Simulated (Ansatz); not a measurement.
A crystal relaxed with r2SCAN in the plane-wave code Ansatz has space group P3m1 (No. 156) and a = 3.906 Å, c = 9.562 Å.

```
atom  site       x       y       z
  Xx    1a  0.0000  0.0000  0.0031
  Xx    1b  0.3333  0.6667  0.3305
  As    1c  0.6667  0.3333  0.6663
  Ga    1b  0.3333  0.6667  0.0832
  Ga    1c  0.6667  0.3333  0.4103
  Ga    1a  0.0000  0.0000  0.7565
```

r2SCAN gives an indirect gap of 1.63 eV, from Γ to A; the least direct gap is 1.72 eV at Γ. With HSE06 the valence top lies at Γ and the conduction bottom at A, 2.06 eV higher; the smallest vertical gap, at Γ, is 2.13 eV. A second conduction valley, at M, lies only 10 meV higher, so their order isn't settled. Meshes: r2SCAN 12×12×4, HSE06 6×6×2. r2SCAN's ε∞ is 10.0 along all three axes, to this precision.

Task: Which element is Xx?
A. Sb
B. P
C. N
D. Bi

Result: B. Xx is P: Ga3AsP2 as one 6-atom ordering (P3m1) on the zincblende lattice. P is surrounded by 4 Ga at 2.36–2.38 Å; As is surrounded by 4 Ga at 2.41–2.45 Å; Ga is surrounded by 4 P at 2.36–2.38 Å; Ga is surrounded by 3 P at 2.38 Å and 1 As at 2.45 Å; Ga is surrounded by 1 P at 2.36 Å and 3 As at 2.41 Å.

Spin-unpolarised throughout. Whether this structure exists isn't addressed.

The runs are scalar-relativistic, without spin-orbit coupling.

The meshes of the hybrids are coarse, so their gaps aren't converged to the digits shown.
